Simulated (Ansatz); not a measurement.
A relaxed cell of Rb2P3 (Fmmm (No. 69)), relaxed on a k-mesh at least as fine as the one used below. Computed with r2SCAN (plane waves to 500 eV, PAW, scalar-relativistic; Ansatz, an electronic-structure program). Γ-centred k-mesh 4×4×4 on the run's cell (coarser than for final values), Fermi–Dirac smearing 0.05 eV.

```xyz
10
Lattice="0.0000 4.8410 7.3611 4.5110 0.0000 7.3611 4.5110 4.8410 0.0000" Properties=species:S:1:pos:R:3 pbc="T T T"
Rb     2.2555     2.4205     3.6805
Rb     6.7665     7.2615    11.0416
Rb     4.5110     6.9748     7.3611
Rb     4.5110     2.7072     7.3611
P      4.5110     4.8410    12.5536
P      4.5110     4.8410     2.1686
P      1.8622     4.8410     6.2834
P      7.1597     4.8410     8.4388
P      7.1597     4.8410     6.2834
P      1.8622     4.8410     8.4388
```

The atoms are displaced by (Å):

| atom | ux | uy | uz |
|---|---|---|---|
| Rb1 | -0.035 | -0.057 | 0.020 |
| Rb2 | -0.045 | -0.001 | 0.071 |
| Rb3 | 0.013 | -0.013 | -0.030 |
| Rb4 | 0.053 | 0.042 | -0.012 |
| P5 | 0.133 | -0.132 | 0.131 |
| P6 | 0.044 | 0.054 | 0.047 |
| P7 | -0.022 | 0.048 | 0.048 |
| P8 | 0.033 | -0.088 | 0.045 |
| P9 | -0.059 | -0.050 | 0.039 |
| P10 | -0.156 | 0.024 | -0.003 |

Question: What forces (eV/Å) and pressure result?

Answer: 
| atom | Fx | Fy | Fz |
|---|---|---|---|
| Rb1 | 0.09 | 0.02 | 0.00 |
| Rb2 | 0.05 | -0.01 | -0.14 |
| Rb3 | -0.01 | -0.12 | 0.22 |
| Rb4 | -0.26 | -0.06 | 0.09 |
| P5 | -3.26 | -0.08 | -1.96 |
| P6 | -1.85 | 0.01 | 0.43 |
| P7 | 1.78 | 0.16 | 1.08 |
| P8 | -0.70 | 0.04 | 0.23 |
| P9 | 1.42 | 0.17 | 0.00 |
| P10 | 2.74 | -0.13 | 0.05 |

Pressure +1.6 GPa.

Question: Estimate the energy cost of the displacement in the harmonic approximation and compare with the calculation.

Answer: For a harmonic well ΔE = −½ Σ F·u = 0.650 eV a cell, or 65 meV/atom. The calculated energy relative to the undisplaced cell is +0.06 eV/atom, so the harmonic estimate holds well.

No spin polarisation in the result.

The run that gave the undisplaced cell could not lose the symmetry of its start; a randomly shaken copy of 10 atoms returns to this structure.
